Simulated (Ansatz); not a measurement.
Ga₄As₃N, ordered on the zincblende lattice with 8 atoms a cell: a single-point calculation in the PAW code Ansatz (r2SCAN). The cell was relaxed beforehand with r2SCAN.

```yaml
crystal:
  lattice:
    - [5.3748164238, 0.0, 0.0]
    - [0.0, 5.3748164238, 0.0]
    - [0.0, 0.0, 5.3748164238]
  atoms:
    - { symbol: "N", position: [0.0, 0.0, 0.0] }
    - { symbol: Ga, position: [0.7775382394, 0.7775382394, 0.7775382394] }
    - { symbol: As, position: [0.5, 0.5, 0.0] }
    - { symbol: Ga, position: [0.2224617606, 0.2224617606, 0.7775382394] }
    - { symbol: As, position: [0.5, 0.0, 0.5] }
    - { symbol: Ga, position: [0.2224617606, 0.7775382394, 0.2224617606] }
    - { symbol: As, position: [0.0, 0.5, 0.5] }
    - { symbol: Ga, position: [0.7775382394, 0.2224617606, 0.2224617606] }
kpoints:
  mp_grid: { grid: [6, 6, 6] }
  band_path:
    path:
      - [0.0, 0.0, 0.0]
      - [0.0, 0.5, 0.0]
      - [0.5, 0.5, 0.0]
      - [0.5, 0.5, 0.5]
      - [0.45, 0.45, 0.45]
    npoints: 1
hamiltonian:
  xc: r2scan
scf:
  occupations: { method: fermi_dirac, width: 0.02 }
  n_extra_bands: 6
output:
  forces: true
  stress: true
  eigenvalues: true
```

In the abridged output below, numbers in square brackets stand for lines, or ends of lines, that were taken out.
```
Pseudopotential: N, paw, valence charge 5, recommended cutoff 500 eV (meta_gga)
Pseudopotential: Ga, paw, valence charge 13, recommended cutoff 500 eV (meta_gga)
Pseudopotential: As, paw, valence charge 15, recommended cutoff 500 eV (meta_gga)
Functional definition: r2SCAN
Crystal: 8 atoms, lattice volume = 155.271 Å³
Basis set: ecut = 500 eV, 3911 PW (Γ)
Bands: 57, of which v1, the nominal top of the filled ones, is band 51 counted from 1 (50 counted from 0)
[1]
Free energy (F): -30141.886022 eV
Internal energy: -30141.885621 eV  (E = F + TS)
E sigma→0 (E₀):  -30141.885822 eV
Entropy (-TS):   -0.000401 eV (-0.050 meV/atom)
[2]
--- Forces (eV/Å), atoms counted from 1 ---
  atom   1  N       0.00000      0.00000      0.00000
  atom   2  Ga    -0.01301    -0.01301    -0.01301
  atom   3  As      0.00000      0.00000      0.00000
  atom   4  Ga      0.01301      0.01301    -0.01301
  atom   5  As      0.00000      0.00000      0.00000
  atom   6  Ga      0.01301    -0.01301      0.01301
  atom   7  As      0.00000      0.00000      0.00000
  atom   8  Ga    -0.01301      0.01301      0.01301
--- Stress (GPa, compression-positive) ---
[3]
--- Band table (eV; the first three rows and the last of 20) ---
[4]
```

The rows of the band table are 0: (0, 0, 0) = Γ, 1: (0, 0, 1/6), 2: (0, 0, 1/3), 19: (-1/2, -1/2, -1/2) = R.

**Question.** Give the withheld lines. They hold the stress, the Fermi energy and the band table, the symmetry found.

**Answer.**
```
[1]
Symmetry: 24 space group operations
Space group: P-43m (ITA 215)
[2]
Fermi energy:    8.671715 eV
[3]
       -0.051178       0.000000       0.000000
        0.000000      -0.051178       0.000000
        0.000000       0.000000      -0.051178
  P = ⅓ Tr σ = -0.0512 GPa (-0.512 kbar)
[4]
  k-point 0: bands = […, 5.8900, 5.8900, 5.8900, 8.5403, 8.6846, 8.6846, 8.6846, 10.0791, 10.0791, 10.9958, …]
  k-point 1: bands = […, 5.5756, 5.8574, 5.8574, 7.5322, 8.3867, 8.3867, 9.4807, 10.3368, 10.7682, 11.1650, …]
  k-point 2: bands = […, 5.0790, 5.9865, 5.9865, 6.3541, 7.8217, 7.8217, 10.3655, 10.8795, 11.5814, 12.3019, …]
  k-point 19: bands = […, 5.9674, 7.7292, 7.7292, 7.7292, 8.2856, 8.4695, 8.4695, 11.0348, 11.0348, 11.0348, …]
```
The trailing digits, and the zero of the energies, depend on the potentials and thresholds.

Run as `ansatz run input.yaml --threads 4 --pin off --max-ram 6451MiB --backend cpu --events-out ev --progress --plain --runs-dir out`. It took 15 s on 4 threads of AMD EPYC 7B13 (Zen 3), with other jobs on the host; peak host memory 0.86 GiB.

No spin polarisation and no zero-point or thermal motion; the cell was built from a prototype and may be hypothetical.

The runs are scalar-relativistic, without spin-orbit coupling.

Where bands overlap, v1 and c1 are numbered by the electron count and aren't everywhere filled or empty.

Where bands overlap the cell is a metal at that level, and these k meshes limit energies, forces and stress. Overlaps of a few tenths of an eV in semilocal functionals can be an artefact that a hybrid or GW lifts.
